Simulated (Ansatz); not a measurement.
## Zr6Zn2Fe, a known structure type with other elements, at an estimated volume

```
CELL_PARAMETERS angstrom
7.94862 0.00000 0.00000
-3.97431 6.88370 0.00000
0.00000 0.00000 3.37214
ATOMIC_POSITIONS crystal
Zr 0.25310 0.00000 0.50000
Zr 0.74690 0.74690 0.50000
Zr 0.00000 0.25310 0.50000
Zn 0.33330 0.66670 0.50000
Zn 0.66670 0.33330 0.50000
Fe 0.00000 0.00000 0.00000
Zr 0.60350 0.00000 0.00000
Zr 0.39650 0.39650 0.00000
Zr 0.00000 0.60350 0.00000
```

Level: PBE, no spin polarisation; 420 eV; 5×5×10 Γ-centred mesh; fermi-dirac occupations (width 0.0345 eV); Ansatz 0.2.0, fixed geometry.

Stress: The pressure is -3.9 GPa (compression positive), so with the atoms held at these fractions the cell would first shrink. The principal stresses -4.6, -3.5, -3.5 GPa differ, so its shape would change too.
Formation energy: -0.17 eV an atom against the elements' usual phases (free molecules for gases, crystals otherwise, with no correction for O₂ or N₂), so it is bound against them; other compounds may still compete. Relaxing would lower it.
Contacts: Zr–Fe at 2.62 Å: least valence density 0.33 e/Å³ and ELF 0.26 there. Zn–Zr at 2.96 Å: least valence density 0.18 e/Å³ and ELF 0.23 there. Zr–Zr at 3.24 Å: least valence density 0.15 e/Å³ and ELF 0.20 there. These are pseudo-fields; inside the PAW spheres they differ from the all-electron ones.
Forces: The largest is on Zr1 (and as large on other atoms): 0.47 eV/Å, components (-0.47, 0.00, 0.00). It makes 40° with the line to a nearest neighbour, Fe6 at 2.62 Å, pointing towards it.
Charges: Bader charges in e: Zr +0.66 to +0.72, Zn -1.20, Fe -1.73. In the mean Zr gives up most and Fe takes most.
Electronic structure: It is a metal, with about 12 states/eV a cell as the mean within 0.25 eV of the Fermi level, mostly Zr d (72 %).

Origin: a known structure type with other elements, at an estimated volume, so it need not be a known compound. Caveats: no spin polarisation, so a magnetic state may lie lower.
